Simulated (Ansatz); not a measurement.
Ansatz run, La$_{2}$H$_{3}$Ru$_{2}$Se$_{2}$

The input, for Ansatz 0.2.0 (plane waves, PAW):

```yaml
crystal:
  lattice:
    - [0.0, 4.037194, 0.0]
    - [4.037254, 0.0, 0.0]
    - [2.018627, 2.018597, -9.136076]
  atoms:
    - { symbol: H, position: [0.25, 0.75, 0.5] }
    - { symbol: H, position: [0.75, 0.25, 0.5] }
    - { symbol: H, position: [0.5, 0.5, 0.0] }
    - { symbol: Se, position: [0.09533, 0.09533, 0.80934] }
    - { symbol: Se, position: [0.90467, 0.90467, 0.19066] }
    - { symbol: Ru, position: [0.0, 0.5, 0.0] }
    - { symbol: Ru, position: [0.5, 0.0, 0.0] }
    - { symbol: La, position: [0.6837, 0.6837, 0.6326] }
    - { symbol: La, position: [0.3163, 0.3163, 0.3674] }
  symmetry: { tolerance: 0.0003 }
kpoints:
  mp_grid: { grid: [3, 3, 3], shift: [0, 0, 0] }
magnetization:
  spin_polarized: false
scf:
  occupations: { method: fermi_dirac }
hamiltonian:
  pseudopotentials: { kind: paw }
  xc: hse06
basis:
  ecutwfc: 420
  fft_grid_basis: typed
output:
  forces: true
  stress: true
  eigenvalues: true
  populations: true
  elf: true
  write_potential: true
  volumetric_format: npy
  dos:
    e_range: [-12, 8]
    de: 0.05
    projected: { site_lists: { H: [H], La: [La], Ru: [Ru], Se: [Se] } }
```

Output (shortened):

```
Warning: crystal.lattice misses the space group found at crystal.symmetry.tolerance 3.0e-4 in a digit that the deck types, which is why this is a warning: making the lattice exact moves one of its numbers by a whole unit of that number's last typed decimal, or more. The operation that it misses by the most changes a squared length by the fraction 2.97e-5.
Warning: output.stress: scf.convergence.dr2_threshold = 1e-7 eV (the SCF's general default) is looser than the 9e-10 eV advised for a printed stress (1e-10 eV for each atom of the cell: 9).
Warning: output.stress: scf.exx.energy_threshold = 1e-6 eV is looser than the 9e-8 eV advised for a stress under a hybrid functional (1e-8 eV for each atom of the cell: 9). Every SCF of the exchange loop can meet its threshold on dr2 while the loop round them stops early: no threshold on dr2 bounds what that leaves in the stress. Set scf.exx.energy_threshold to 9e-8 eV or tighter.
La: projections on atomic orbitals take those of the free atom [Kr 4d10] 4f0 5s2 5p6 5d1 6s2, of charge +0.00 (hamiltonian.pseudopotentials.projection_atoms); the dataset's partial waves leave at most 1.9e-5 of an orbital's norm unspanned inside its sphere
Pseudopotentials: kind: paw
Pseudopotential: H, paw, valence charge 1, recommended cutoff 420 eV (normal), H.paw.azcp
Pseudopotential: Se, paw, valence charge 16, recommended cutoff 420 eV (normal), Se.paw.azcp
Pseudopotential: Ru, paw, valence charge 16, recommended cutoff 420 eV (normal), Ru.paw.azcp
Pseudopotential: La, paw, valence charge 11, recommended cutoff 420 eV (normal), La.paw.azcp
Functional definition: HSE06
  exchange = pbe_x - a*pbe_x_sr(omega) + a*exact_x_sr(omega)
  correlation = pbe_c
Crystal: 9 atoms, lattice volume = 148.911 Å³
Basis set: ecut = 420 eV, 2907 PW (Γ), exchange–correlation on 54×54×128 points (8 copies of the dense FFT grid, shifted against one another)
Bands: 54, of which v1, the nominal top of the filled ones, is band 45 counted from 1 (44 counted from 0)
Symmetry: 16 space group operations
Space group: I4/mmm (ITA 139), of the structure as read, at distance tolerance 1.6e-3 Å
k-points: 6 of 27
Initial density: superposition of atomic densities (neutral atoms: chi_scale 0, normalization atom), corrected by the library's trained network
Free energy (F): -35262.9763 eV
Frozen-core exchange: fock
Harris-Foulkes:  -35262.9763 eV  (|F-HF|=1.16e-10)
Internal energy: -35262.8106 eV  (E = F + TS)
E sigma→0 (E₀):  -35262.8935 eV
Entropy (-TS):   -0.1657 eV (-18.406 meV/atom)
Fermi energy:    13.6724 eV
--- Per-component energies (eV) ---
  E_band       = -1268.4017
  E_kinetic    = 1691.0808
  E_local      = -12237.5630  (includes V_loc(G=0)·N_el)
  E_nonlocal   = -306.9280
  E_hartree    = 5464.7592
  E_xc         = -719.1529
  E_vxc        = -801.1866  (∫ρ·V_xc dr)
  E_exx        = -295.0512  (= α·E_x^exact, valence–valence)
  E_paw        = -21474.2597  (= ΣΔE_a)
  E_vpaw       = 46.7831  (= ΣTr[D̂ρ^β])
  E_aug_tail   = -0.0050  (compensation charges beyond the density's cutoff)
  E_ewald      = -7382.2280
  E_core_change = -3.4628  (= ΣΔE_core)
  E_smearing   = -0.1657  (= −TS)
--- Stress (GPa, compression-positive) ---
       -3.7406       0.0000       0.0000
        0.0000      -3.7406       0.0000
        0.0000       0.0000     -15.8699
  P = ⅓ Tr σ = -7.7837 GPa (-77.837 kbar)
```

Absolute energies hang on the potentials; compare differences alone.

Origin: a known structure type with other elements, at an estimated volume, so it need not be a known compound. Caveats: the exchange threshold is loose for a stress; the SCF threshold is loose for a stress; many states at the Fermi level without spin polarisation, so a magnetic state may lie lower; hybrid functional on a coarse k mesh; atoms or cell far from equilibrium.
